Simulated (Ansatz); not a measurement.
TaAg:
```cif
data_Ag2Ta2
_chemical_formula_sum 'Ta2 Ag2'
_space_group_name_H-M_alt 'P 1'
_space_group_IT_number 1
_cell_length_a 5.81271
_cell_length_b 5.81271
_cell_length_c 4.50079
_cell_angle_alpha 90.000
_cell_angle_beta 90.000
_cell_angle_gamma 153.368
loop_
_space_group_symop_operation_xyz
  'x, y, z'
loop_
_atom_site_label
_atom_site_type_symbol
_atom_site_fract_x
_atom_site_fract_y
_atom_site_fract_z
_atom_site_occupancy
Ta1 Ta 0.68060 0.31940 0.25000 1
Ag1 Ag 0.93589 0.06411 0.25000 1
Ta2 Ta 0.31940 0.68060 0.75000 1
Ag2 Ag 0.06411 0.93589 0.75000 1
```

Relaxed with PBEsol.

### Question
Decompose the optical modes at the zone centre into irreducible representations, and say which are infrared and Raman allowed.

### Answer
Point group mmm: Γ_opt = 2Ag + 2B1g + B1u + B2u + 2B3g + B3u. Infrared: B1u, B2u, B3u. Raman: Ag, B1g, B3g.

### Question
Assign frequencies (DFPT, PBEsol (plane waves, PAW; program Ansatz)).

### Answer
B1g 46, B3u 92, B1g 101, B3g 110, Ag 130, B1u 138, B2u 152, Ag 171, B3g 209 cm⁻¹.

Subscripts of B labels follow the axes of the standard setting.

Space group Cmcm. The start of the workflow was typed in or built on a structure type; neither database checked (COD, Materials Project) lists it. Its standing as an ambient phase is unchecked. Symmetry was held in the PBEsol relaxation; whether a distortion lowers the energy is not shown. No spin polarisation was allowed. Its formation energy is positive at this level, so the cell may be metastable or incomplete. As this level gives no gap, phonon frequencies hold no LO–TO term and depend on the k-mesh and smearing (Fermi–Dirac, 0.1 eV here). Scalar-relativistic: spin–orbit coupling is off unless named, which matters more the heavier the elements.

Potentials: the later of the program's two PAW sets.
